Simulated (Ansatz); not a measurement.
ZnS:
```yaml
crystal:
  lattice:
    - [0.00000, 2.72185, 2.72185]
    - [2.72185, 0.00000, 2.72185]
    - [2.72185, 2.72185, 0.00000]
  atoms:
    - { symbol: Zn, position: [0.00000, 0.00000, 0.00000] }
    - { symbol: S, position: [0.75000, 0.75000, 0.75000] }
```

Relaxed with PBE. Special points in fractions of this cell's reciprocal vectors: Γ (0.000, 0.000, 0.000); X (0.500, 0.000, 0.500); U (0.625, 0.250, 0.625); K (0.375, 0.375, 0.750); L (0.500, 0.500, 0.500); W (0.500, 0.250, 0.750).

Question: List the band energies nearest the valence-band maximum at these points for plane-wave PAW PBE (Ansatz code).

Answer: In eV from the valence-band maximum; about four levels below and three above (degenerate sets whole), none deeper than 8.9 eV; points with the same levels are listed once.

| k | below | above |
|---|---|---|
| Γ | -5.78 -5.78 0.00 0.00 0.00 | 2.01 6.38 6.38 6.38 |
| X | -5.57 -4.47 -2.14 -2.14 | 3.45 4.07 10.80 |
| U | -5.45 -4.52 -3.01 -1.74 | 4.14 5.90 9.29 |
| L | -5.58 -5.15 -0.84 -0.84 | 3.26 6.91 6.91 |
| W | -5.40 -4.49 -2.64 -2.63 | 5.70 5.92 7.80 |

Space group F-43m (zinc blende). Symmetry was held in the PBE relaxation.

Potentials: the earlier of the program's two PAW sets.
